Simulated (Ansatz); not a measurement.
SnO₂:
```cif
data_O4Sn2
_chemical_formula_sum 'Sn2 O4'
_space_group_name_H-M_alt 'P 1'
_space_group_IT_number 1
_cell_length_a 4.76924
_cell_length_b 4.76924
_cell_length_c 3.21195
_cell_angle_alpha 90.000
_cell_angle_beta 90.000
_cell_angle_gamma 90.000
loop_
_space_group_symop_operation_xyz
  'x, y, z'
loop_
_atom_site_label
_atom_site_type_symbol
_atom_site_fract_x
_atom_site_fract_y
_atom_site_fract_z
_atom_site_occupancy
Sn1 Sn 0.50000 0.50000 0.50000 1
Sn2 Sn 0.00000 0.00000 0.00000 1
O1 O 0.30628 0.30628 0.00000 1
O2 O 0.69372 0.69372 0.00000 1
O3 O 0.80628 0.19372 0.50000 1
O4 O 0.19372 0.80628 0.50000 1
```

Relaxed with PBEsol.

Question: Decompose the optical modes at the zone centre into irreducible representations, and say which are infrared and Raman allowed.

Answer: Point group 4/mmm: Γ_opt = A1g + A2g + A2u + B1g + 2B1u + B2g + Eg + 3Eu. Infrared: A2u, Eu. Raman: A1g, B1g, B2g, Eg.

Question: Assign frequencies (DFPT, DFT-PBEsol in the program Ansatz with PAW potentials; without the LO–TO term).

Answer: B1g 104, B1u 143, Eu 220, Eu 271, A2g 342, A2u 448, Eg 454, B1u 545, Eu 576, A1g 608, B2g 733 cm⁻¹.

Subscripts of B labels follow the axes of the standard setting.

Space group P4_2/mnm (rutile). The cell was relaxed with PBEsol under the symmetry of its start; phonons on a q-mesh show no instability. Scalar-relativistic: spin–orbit coupling is off unless named, which matters more the heavier the elements.

Potentials: the later of the program's two PAW sets.
